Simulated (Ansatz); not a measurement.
Relaxed TiC (rock salt):

```
TiC
1.0
    0.00000     4.33303     4.33303
    2.16652     2.16652     4.33303
    2.16652     2.16652     0.00000
C Ti
2 2
Direct
  0.00000   0.00000   0.00000
  0.50000   0.00000   0.00000
  0.00000   0.50000   0.50000
  0.50000   0.50000   0.50000
```

The atoms are displaced by Q × the pattern below (from a DFPT mode at X = (0.5, 0.5, 0.0), largest move 1; Q in Å), at fixed cell. (q is in reciprocal vectors of the primitive cell; the cell shown is doubled to hold the pattern.)

```tsv
atom	x	y	z
C1	0.000	0.000	-0.022
C2	0.000	0.000	0.022
Ti3	0.000	0.000	1.000
Ti4	0.000	0.000	-1.000
```

Computed with PBE (plane waves to 420 eV, PAW, scalar-relativistic; Ansatz, an electronic-structure program). k mesh 18×18×18 (Γ-centred), Fermi-Dirac smearing 0.05 eV. E stands for the smeared free energy. With partly filled bands, energies and forces of such displacements shift with the k mesh and the smearing. TiC is run without spin polarisation. TiC was relaxed with its symmetry unable to fall. ΔE is measured from the undisplaced structure. The last digit holds for this mesh only.

```
Q (Å)   ΔE (meV/cell)
------  -------------
-0.180          733.8
-0.150          505.1
-0.120          321.0
-0.090          179.7
-0.060       withheld
-0.030           19.9
0.000             0.0
0.030            19.9
0.060        withheld
0.090           179.7
0.120           321.0
0.150           505.1
0.180           733.8
```

Problem. Fit an even polynomial form (powers 2, 4) to the given rows and predict ΔE at Q = 0.060.

Solution. Least squares on the 11 given rows: ΔE = (22010)·Q² + (19630)·Q⁴, in meV/cell with Q in Å; root-mean-square residual 0.08 meV/cell. At 0.060 the fit gives 79.5 meV/cell; the calculation gives 79.6 meV/cell, so the interpolation is off by -0.1 (-0.1 %). The quadratic term alone would give 79.2 meV/cell.

(For displaced atoms, the force is minus the slope of the energy, and its curvature is a force constant, which sets phonon frequencies.)
